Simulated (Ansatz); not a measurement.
A relaxed cell of Sr (Fm-3m (No. 225)), relaxed on a k-mesh at least as fine as the one used below. Method: r2SCAN (plane waves to 500 eV, PAW, scalar-relativistic; Ansatz, a quantum-chemistry and plane-wave program). Γ-centred k-mesh 9×5×9 on the run's cell (coarser than for final values), Fermi–Dirac smearing 0.05 eV.

```yaml
crystal:
  lattice:
    - [0.00000, 3.05008, 3.05008]
    - [6.10016, 0.00000, 6.10016]
    - [3.05008, 3.05008, 0.00000]
  atoms:
    - { symbol: Sr, position: [0.00000, 0.00000, 0.00000] }
    - { symbol: Sr, position: [0.00000, 0.50000, 0.00000] }
```

The atoms are displaced by (Å):

```csv
atom,ux,uy,uz
Sr1,0.133,0.032,0.013
Sr2,-0.140,0.104,0.056
```

Question: What forces (eV/Å) and pressure result?

Answer: 
```tsv
atom	Fx	Fy	Fz
Sr1	-0.21	0.15	-0.11
Sr2	0.21	-0.15	0.11
```

Pressure +0.1 GPa.

No spin polarisation in the result.

The run that gave the undisplaced cell could not lose the symmetry of its start.
